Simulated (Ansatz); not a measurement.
Data:

MoS$_{2}$ (3R-MoS2 type, space group R3m)

```cif
data_MoS2
_chemical_formula_sum 'Mo1 S2'
_space_group_name_H-M_alt 'P 1'
_space_group_IT_number 1
_cell_length_a 6.46049
_cell_length_b 6.46049
_cell_length_c 6.46049
_cell_angle_alpha 28.451
_cell_angle_beta 28.451
_cell_angle_gamma 28.451
loop_
_space_group_symop_operation_xyz
  'x, y, z'
loop_
_atom_site_label
_atom_site_type_symbol
_atom_site_fract_x
_atom_site_fract_y
_atom_site_fract_z
_atom_site_occupancy
Mo1 Mo 0.00000 0.00000 0.00000 1
S1 S 0.75030 0.75030 0.75030 1
S2 S 0.58300 0.58300 0.58300 1
```

E(V) scan at fixed shape, V₀ the volume above. The atoms relax within the cell's symmetry.

Computed with r2SCAN+rVV10 (plane waves to 500 eV, PAW, scalar-relativistic; Ansatz, an electronic-structure program). k mesh 12×12×12 (Γ-centred), Fermi-Dirac smearing 0.05 eV. Energies are smeared free energies. Stress and pressure are positive under compression. With the shape held, the modulus is that of even scaling; a crystal free to change shape is softer. MoS2 is run without spin polarisation. MoS2 was relaxed with its symmetry unable to fall. This is one of several known forms of MoS2; the measured ambient cells at hand have space group No. 194. The zero of ΔE is the relaxed starting cell.

The scan covers V/V₀ from 0.900 to 1.100 in 9 points.

Problem. What is ΔE at V/V₀ = 0.900?

Solution. 51.4 meV/atom.

Problem. What pressure does the cell carry at V/V₀ = 0.900?

Solution. 10.0 GPa.

Problem. What is ΔE at V/V₀ = 1.100?

Solution. 36.6 meV/atom.

(Under strain, the slope of the energy per volume gives the stress and its curvature an elastic modulus.)
